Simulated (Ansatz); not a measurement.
All numbers below come from DFT PBE, scalar-relativistic, plane waves, PAW in Ansatz 0.2.0. Settings: cutoff 420 eV, Γ-centred meshes spaced at most about 0.3 Å⁻¹, and about 0.25 Å⁻¹ or finer for metals (2π included), Gaussian smearing. No spin polarisation in the final relaxations.

Temperature and zero-point effects are left out.

Two forms of Si5Ge were relaxed alike.

A.

```
Si Ge
1.0
     4.93827    0.00000    0.00000
    -2.46913    4.27667    0.00000
     0.00000    0.00000    4.70783
Si Ge
5 1
Direct
  0.33333 0.66667 0.00000
  0.66667 0.33333 0.00000
  0.50000 0.00000 0.50000
  0.50000 0.50000 0.50000
  0.00000 0.50000 0.50000
  0.00000 0.00000 0.00000
```

B.

```
Si Ge
1.0
     4.81969    0.00000    0.00000
     0.00000    4.81969    0.00000
     0.00000    0.00000    4.93154
Si Ge
5 1
Direct
  0.50000 0.50000 0.50000
  0.00000 0.00000 0.25394
  0.00000 0.00000 0.74606
  0.00000 0.50000 0.00000
  0.50000 0.00000 0.00000
  0.50000 0.50000 0.00000
```

Question: Which is lower in energy, and by how much?

Answer: A is lower, by 207 meV/atom. A has the CaCu5 type, space group P6/mmm (No. 191), 16.6 Å³/atom and no gap on its mesh; B has space group P4/mmm (No. 123), 19.1 Å³/atom and no gap. Counting Si atoms around Ge (those within 1.25 times the shortest such distance or 1.15 times the sum of covalent radii; a plus sign parts nearer from farther groups; the shortest distance is added where it is long for a bond), A has Ge 6+12 from 2.9 Å and B has Ge 6. The denser one is the lower, and pressure would at first widen the difference. Even the lower one lies +0.57 eV/atom against the reference forms of the elements (uncorrected), so neither is stable at this level. In A, Si on a site of symmetry -6m2 has 9 Si at 2.75–2.85 Å and 3 Ge at 2.85 Å; around Si on a site of symmetry mmm lie 4 Si at 2.47 Å and 4 Si at 2.75 Å; Ge has 6 Si at 2.85 Å and 12 Si at 3.41 Å. In B, around Si on a site of symmetry 4/mmm lie 2 Ge at 2.47 Å; Si on a site of symmetry 4mm has 2 Si at 2.43–2.50 Å and 4 Si at 2.72 Å; around Ge lie 6 Si at 2.41–2.47 Å; 1 more site not described. Both come from invented guesses. A third cell relaxed alike, in P6/mmm, lies 81 meV/atom below the lower of the two.

Cells relaxed within their symmetry can be saddle points.
